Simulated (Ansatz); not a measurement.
Ca3PbO:
```
Ca3PbO
1.0
    4.83687     0.00000     0.00000
    0.00000     4.83687     0.00000
    0.00000     0.00000     4.83687
O Pb Ca
1 1 3
Direct
  0.50000   0.50000   0.50000
  0.00000   0.00000   0.00000
  0.00000   0.50000   0.50000
  0.50000   0.00000   0.50000
  0.50000   0.50000   0.00000
```

Relaxed with r²SCAN. Special points in fractions of this cell's reciprocal vectors: Γ (0.000, 0.000, 0.000); X (0.000, 0.500, 0.000); M (0.500, 0.500, 0.000); R (0.500, 0.500, 0.500).

Task: List the band energies nearest the Fermi level at these points for DFT-r²SCAN with spin–orbit coupling in the program Ansatz with PAW potentials.

Result: In eV from the Fermi level; about four levels below and three above (degenerate sets whole), none deeper than 8.9 eV; points with the same levels are listed once.

```
k                    below                above
-  -----------------------  -------------------
Γ  -0.10 -0.10 -0.10 -0.10  0.10 0.10 0.10 0.10
X  -1.59 -1.59 -0.97 -0.97  0.99 0.99 1.11 1.11
M  -2.57 -2.57 -1.34 -1.34  1.63 1.63 1.99 1.99
R  -1.85 -1.85 -1.85 -1.85  1.00 1.00 1.00 1.00
```

Space group Pm-3m (anti-perovskite). The workflow started from an entry of the Crystallography Open Database (COD). Whether it is the stable phase at ambient conditions was not checked. Symmetry was held in the r²SCAN relaxation; whether a distortion lowers the energy is not shown.

Potentials: the later of the program's two PAW sets.
